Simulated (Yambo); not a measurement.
CsCdF3 (cubic perovskite, space group Pm-3m, No. 221), G0W0@PBEsol (Yambo, plasmon pole, terminator in G, 4×4×4 mesh): gap R → Γ in eV by bands and screening block.

```json
[
 {"bands (W and G)": "42", "2 Ry": "8.12", "3 Ry": "7.63", "4 Ry": "7.57", "6 Ry": "7.46", "7 Ry": "7.44"},
 {"bands (W and G)": "59", "2 Ry": "7.60", "3 Ry": "7.04", "4 Ry": "___", "6 Ry": "6.87", "7 Ry": "6.85"},
 {"bands (W and G)": "82", "2 Ry": "___", "3 Ry": "6.64", "4 Ry": "6.57", "6 Ry": "6.48", "7 Ry": "6.46"},
 {"bands (W and G)": "109", "2 Ry": "7.10", "3 Ry": "6.45", "4 Ry": "___", "6 Ry": "6.30", "7 Ry": "6.28"},
 {"bands (W and G)": "139", "2 Ry": "7.03", "3 Ry": "6.36", "4 Ry": "6.29", "6 Ry": "–", "7 Ry": "6.19"}
]
```

Estimate the withheld gaps from their neighbours; the computed values follow.


- 59, 4 Ry: 6.98
- 82, 2 Ry: 7.24
- 109, 4 Ry: 6.39

The largest settings aren't shown to be the converged limit.

Spin-orbit coupling is not included.

Geometry of the Materials Project entry, not relaxed at this level; primitive cell a = 4.4868 Å, b = 4.4868 Å, c = 4.4868 Å, α = 90.00°, β = 90.00°, γ = 90.00°.

The structure is a Materials Project entry; no match was found in the copy of COD used, and its stability was not checked.
